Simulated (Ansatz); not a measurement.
The end of the path is a generated cell of AlIr: the first start was made by a random draw of sites in a space group, and the end was not matched to a known phase here, so it may be hypothetical.

A geometry of AlIr away from equilibrium: the start of the relaxation of a randomly generated symmetric cell of AlIr (space group No. 194). Method: PBE (plane waves to 420 eV, PAW, scalar-relativistic; Ansatz, a program for electronic structure). Γ-centred k-mesh 8×8×5 on the run's cell (coarser than for final values), Fermi–Dirac smearing 0.05 eV.

```xyz
8
Lattice="4.4936 0.0000 0.0000 -2.2468 3.8915 0.0000 0.0000 0.0000 6.7711" Properties=species:S:1:pos:R:3 pbc="T T T"
Al     0.0000     2.5944     5.0783
Al     2.2468     1.2972     1.6928
Al     0.0000     0.0000     0.0000
Al     0.0000     0.0000     3.3855
Ir     0.0000     2.5944     2.7935
Ir     2.2468     1.2972     6.1791
Ir     2.2468     1.2972     3.9776
Ir     0.0000     2.5944     0.5920
```

Problem. Which atoms carry the largest force, and which way does it point?

Solution. 5.40 eV/Å, on Ir5, Ir6, Ir7, Ir8 (atoms numbered as listed); on Ir5 its components are (0.00, 0.00, 5.40).

Problem. What is the pressure?

Solution. +25.3 GPa, compression positive.

No spin polarisation in the result.

The run could not lose the symmetry of its start; a randomly shaken copy of 8 atoms returns to this structure.
